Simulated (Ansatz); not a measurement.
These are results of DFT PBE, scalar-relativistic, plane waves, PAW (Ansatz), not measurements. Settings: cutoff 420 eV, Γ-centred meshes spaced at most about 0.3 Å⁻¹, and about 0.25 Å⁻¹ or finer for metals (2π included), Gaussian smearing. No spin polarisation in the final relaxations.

These are static total energies at zero pressure.

Two forms of GaP2 were relaxed alike.

A.

```
CELL_PARAMETERS angstrom
2.55641 0.00000 0.00000
0.00000 2.55641 0.00000
0.00000 0.00000 7.76191
ATOMIC_POSITIONS crystal
Ga 0.00000 0.00000 0.50000
P 0.00000 0.00000 0.85289
P 0.00000 0.00000 0.14711
```

B.

```
CELL_PARAMETERS angstrom
3.39520 0.00000 0.00000
0.00000 3.39520 0.00000
0.00000 0.00000 4.76042
ATOMIC_POSITIONS crystal
Ga 0.00000 0.00000 0.00000
P 0.50000 0.00000 0.55834
P 0.00000 0.50000 0.44166
```

**Question.** Which would you expect to be lower, and how large is the difference?

**Answer.** A is lower, by 81 meV/atom. A has space group P4/mmm (No. 123), 16.9 Å³/atom and no gap on its mesh; B has space group P-4m2 (No. 115), 18.3 Å³/atom and no gap. Counting P atoms around Ga (those within 1.25 times the shortest such distance or 1.15 times the sum of covalent radii, 1.27 where that leaves under three; a plus sign parts nearer from farther groups; the shortest distance is added where it exceeds 1.18 times the sum of covalent radii), A has Ga 2 from 2.7 Å and B has Ga 4+4 from 2.7 Å. A holds P–P pairs (shortest 2.28 Å); in B the shortest P–P distance is 2.46 Å, near bonding range too. The denser one is the lower, and pressure would at first widen the difference. Even the lower one lies +0.15 eV/atom against the reference forms of the elements (uncorrected), so neither is stable at this level. In A, around Ga lie 4 Ga at 2.56 Å and 2 P at 2.74 Å; P is surrounded by 1 P at 2.28 Å, 4 P at 2.56 Å and 1 Ga at 2.74 Å. In B, around Ga lie 4 P at 2.70 Å, 4 P at 3.15 Å and 4 Ga at 3.40 Å; around P lie 4 P at 2.46 Å, 2 Ga at 2.70 Å and 2 Ga at 3.15 Å. Both come from invented guesses. A third cell relaxed alike, in Pmc2_1, lies 76 meV/atom below the lower of the two; the P-4m2 cell fell into it when its atoms were moved at random.

In P4/mmm, P-4m2 an odd number of electrons in the primitive cell allows no gap without spin; a larger cell or a magnetic state could open one. A magnetic state wasn't ruled out in cells without spin, among them P4/mmm, P-4m2. Cells relaxed within their symmetry can be saddle points.
